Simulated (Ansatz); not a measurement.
**Bi: from a starting cell to a relaxed one**

The start is a generated cell, Bi built in the beta-Sn structure type. Cell shape, volume and atoms are optimised at zero target pressure with PBE (plane waves to 420 eV, PAW, scalar-relativistic; Ansatz, a program for electronic structure). The first steps use a coarse 11×11×11 k-mesh.

Input geometry:
```yaml
crystal:
  lattice:
    - [-3.12777, 3.12777, 1.70655]
    - [3.12777, -3.12777, 1.70655]
    - [3.12777, 3.12777, -1.70655]
  atoms:
    - { symbol: Bi, position: [0.75000, 0.25000, 0.50000] }
    - { symbol: Bi, position: [0.00000, 0.00000, 0.00000] }
```

Q: By how much does the energy per atom fall from start to end?

A: Under 0.01 eV/atom.

Q: How do the shortest distances between atoms change?

A: The closest pairs of elements (up to four, under 3.6 Å), start → end: Bi–Bi 3.24 → 3.29 Å.

Q: What does it relax into? Give the structure.

A: 
Space group I4₁/amd, origin choice 1 (No. 141); a = b = 6.3519 Å, c = 3.3761 Å, α = β = γ = 90.00°

```json
[
 {"atom": "Bi", "site": "4a", "symmetry": "-4m2", "x": "0.0000", "y": "0.0000", "z": "0.0000"}
]
```
(The calculation used a cell of 2 atoms; values per cell refer to that cell.)

The space group stays I4₁/amd (No. 141) (the run could not lower it); the end is AFLOW prototype A_tI4_141_a (A5, as in Sn), with 2 atoms in the primitive cell. Final values are on a 16×16×16 k-mesh of the relaxed cell. No spin polarisation in the result.

The run could not lose the symmetry of its start, so the end can be a saddle point.

All atoms sit on sites fixed by symmetry, so only the cell could relax.

The relaxed structure here is a generated cell of Bi: the first start was made by placing the elements on the sites of a structure type, and the end was not matched to a known phase here, so it may be hypothetical. Known forms of Bi include space group No. 166.
